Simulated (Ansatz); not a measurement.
Ba2HfO4 in space group I4/mmm (No. 139; Ba on 4e, Hf on 2a, O on 4c, O on 4e), r²SCAN in the plane-wave PAW code Ansatz, all energies at zero smearing, with the estimated change up to a 700 eV cutoff added, with one set of potentials and settings (totals compare only within such a set). Cell of 7 atoms (2 Ba, 1 Hf, 4 O): -29949.884 eV.

```csv
element,reference phase,E (eV/atom)
Ba,"Im-3m, 1 atoms in the cell",-5964.4614
Hf,"P6_3/mmc, 2 atoms in the cell",-15733.0631
O,"C2/m, 4 atoms in the cell, spin-polarised",-566.0281
```

Formation energy per atom, worked out: (-29949.884 − 2×(-5964.4614) − 1×(-15733.0631) − 4×(-566.0281))/7 = -3.398 eV/atom (-328 kJ per mol of atoms), at 0 K, without zero-point energy or fitted corrections.

The first step of the workflow began from a Materials Project structure, measured or hypothetical; the Crystallography Open Database copy checked does not list it. Its standing as an ambient phase is unchecked. The cell was relaxed with r²SCAN under the symmetry of its start; its stability against distortions is not shown here. The run is not spin-polarised. The references are the lowest solids computed at this level, not always the standard phases (solids in place of the gases). Scalar-relativistic: spin–orbit coupling is off unless named, which matters more the heavier the elements.

Potentials: the later of the program's two PAW sets.
